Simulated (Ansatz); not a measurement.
## Structure relaxation, Ti₃Al

The start is a generated cell, Ti3Al placed in the AFLOW prototype AB3_mC16_12_g_ij (D0_15, as in AlCl3). The structure is fully relaxed (lattice and positions, P = 0) with PBEsol (plane waves to 420 eV, PAW, scalar-relativistic; Ansatz, a quantum-chemistry and plane-wave program). The first steps use a coarse 7×7×6 k-mesh.

Input geometry:
```
Ti3Al
1.0
    2.75099    -4.76051     0.00000
    2.75099     4.76051     0.00000
   -1.79120     0.00000     5.43197
Al Ti
2 6
Direct
  0.83380   0.16620   0.00000
  0.16620   0.83380   0.00000
  0.21470   0.21470   0.22630
  0.78530   0.78530   0.77370
  0.93049   0.57311   0.22480
  0.42689   0.06951   0.77520
  0.06951   0.42689   0.77520
  0.57311   0.93049   0.22480
```

**Question.** Which atoms feel the largest initial force, and how large is it?

**Answer.** 6.83 eV/Å, on Ti5, Ti6, Ti7, Ti8 (atoms numbered as listed).

**Question.** How does the volume per atom move from start to end?

**Answer.** +1.9 %, from 17.78 to 18.11 Å³/atom.

**Question.** What band gap does the relaxed structure have at this level?

**Answer.** No gap (metallic).

**Question.** What does it relax into? Give the structure.

**Answer.** 
```cif
data_Al4Ti12
_chemical_formula_sum 'Al4 Ti12'
_space_group_name_H-M_alt 'C2/m'
_space_group_IT_number 12
_space_group_name_Hall '-C 2y'
_cell_length_a 4.99150
_cell_length_b 8.71492
_cell_length_c 6.89267
_cell_angle_alpha 90.000
_cell_angle_beta 104.837
_cell_angle_gamma 90.000
loop_
_atom_site_label
_atom_site_type_symbol
_atom_site_symmetry_multiplicity
_atom_site_Wyckoff_symbol
_atom_site_fract_x
_atom_site_fract_y
_atom_site_fract_z
_atom_site_occupancy
Al1 Al 4 g 0.00000 0.16175 0.00000 1
Ti1 Ti 4 i 0.26949 0.00000 0.34366 1
Ti2 Ti 8 j 0.27733 0.33034 0.33351 1
```
(The calculation used a cell of 8 atoms; values per cell refer to that cell.)

The space group stays C2/m (No. 12) (the run could not lower it), with 8 atoms in the primitive cell. Final values are on a 11×11×7 k-mesh of the relaxed cell. No spin polarisation in the result.

The run could not lose the symmetry of its start: the end is stationary, and may be a saddle point rather than a minimum.

The relaxed structure here is a generated cell of Ti3Al: the first start was made by placing the elements on the sites of a structure type, and the end was not matched to a known phase here, so it may be hypothetical. Known forms of Ti3Al include space group No. 194.
